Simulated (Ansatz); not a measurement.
**Zr$_{3}$O: clamped-ion elastic tensor**

Level of theory: DFT PBEsol, scalar-relativistic, plane waves, PAW (Ansatz). Cutoff 420 eV, 6×6×8 k-points (Γ-centred), Fermi-Dirac smearing of 0.15 eV. No spin polarisation.

Relaxed structure:
```
CELL_PARAMETERS angstrom
5.58350 0.00000 0.00000
-2.79175 4.83545 0.00000
0.00000 0.00000 5.16820
ATOMIC_POSITIONS crystal
Zr 0.34059 0.00000 0.00000
Zr 0.34059 0.34059 0.50000
Zr 0.00000 0.34059 0.00000
Zr 0.65941 0.00000 0.50000
Zr 0.65941 0.65941 0.00000
Zr 0.00000 0.65941 0.50000
O 0.33333 0.66667 0.25000
O 0.66667 0.33333 0.75000
```

In a metal, frequencies and elastic constants depend on the k mesh and the smearing, soft modes and shear constants most. A semilocal functional can close a gap that the real compound has.

Q: Give the clamped-ion elastic constants (GPa, Voigt order xx yy zz yz xz xy, on the axes of the cell above).

A:
```
260.1  86.6 101.2   0.0   0.0   0.0
 86.6 260.1 101.2   0.0   0.0   0.0
101.2 101.2 247.0   0.0   0.0   0.0
  0.0   0.0   0.0  80.3   0.0   0.0
  0.0   0.0   0.0   0.0  80.3   0.0
  0.0   0.0   0.0   0.0   0.0  86.8
```

Q: And the moduli of a polycrystal (Hill averages)?

A: B = 149 GPa, G = 81 GPa, E = 206 GPa, ν = 0.27.

Cost: 1 run of about 4.8 core-minutes, on Arm Neoverse V2 (shared hosts).